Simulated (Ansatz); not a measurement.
The elements of this relaxed trial crystal are hidden behind letters.

```
lattice vectors (Å)
   3.7010    0.0000    0.0000
  -1.8505    3.2051    0.0000
   0.0000    0.0000   10.9410
fractional positions
X 0.3333 0.6667 0.0475
X 0.3333 0.6667 0.4525
X 0.6667 0.3333 0.9525
X 0.6667 0.3333 0.5475
Z 0.3333 0.6667 0.7500
Z 0.6667 0.3333 0.2500
```

Method: Ansatz 0.2.0, DFT PBE, scalar-relativistic, plane waves, PAW. Settings of the last relaxation (6-atom cell): 420 eV, 12×12×4 k points, Gaussian smearing of 0.10 eV, no spin polarisation.

```
Space group                                : P6_3/mmc (No. 194)
Conventional cell                          : a = 3.701 Å, c = 10.941 Å
Volume per atom                            : 21.63 Å³
Density                                    : 4.48 g/cm³
Energy over the elements                   : +0.27 eV/atom
Gap on the 12×12×4 mesh of the 6-atom cell : 0 eV (a metal)
```

Energies are uncorrected and count from the elements' standard states at the same level.

**Question.** X is a p-block element of period 3 and Z is a p-block element of period 5. Which elements are they?

**Answer.** X = Si, Z = Sn, so the formula is Si2Sn. Density times volume gives a mean mass of 4.48 × 21.63/1.6605 = 58.4 u per atom, and this set has 58.3 u. Among the elements that the hints allow, noble gases aside, only these give it. Around Si lie 3 Si at 2.38 Å and 4 Sn at 3.08–3.26 Å; Sn has 8 Si at 3.08–3.26 Å and 6 Sn at 3.70 Å.

A structure relaxed within its symmetry needn't be a true minimum.
